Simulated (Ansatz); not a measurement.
This run works on a generated trial structure, not on a known crystal.

Input and command of a plane-wave DFT calculation in Ansatz:

```yaml
crystal:
  lattice:
    - [3.6227733564, 0.0, 0.0]
    - [0.0, 3.6227733564, 0.0]
    - [0.0, 0.0, 7.0879183135]
  atoms:
    - { symbol: Ta, position: [0.5, 0.5, 0.1144464611] }
    - { symbol: As, position: [0.0, 0.5, 0.8115235446] }
    - { symbol: As, position: [0.0, 0.0, 0.2654843072] }
    - { symbol: As, position: [0.5, 0.0, 0.8115235446] }
basis:
  ecutwfc: 420
kpoints:
  mp_grid: { grid: [10, 10, 6] }
hamiltonian:
  xc: pbe
scf:
  occupations: { method: gaussian, width: 0.1 }
output:
  forces: true
  stress: true
  eigenvalues: true
relax:
  adjacent_minimum: "off"
  f_tol: 0.01
  max_steps: 30
  cell: { stress_tol: 0.1, fix: [volume] }
```

```bash
ansatz run input.yaml --threads 1 --pin off --max-ram 2560MiB --backend cpu --events-out ev --progress --plain --runs-dir out
```

Processor: Intel(R) Xeon(R) 6975P-C (Granite Rapids), 1 thread, on a host shared with other jobs.

**Question.** How long does it run, and how much memory does it take?

**Answer.** About 66 s, peak memory 0.54 GiB. It solves 35 bands at 84 k points (after reduction by symmetry) with about 1805 plane waves, in 38 SCF iterations over 6 ionic steps.
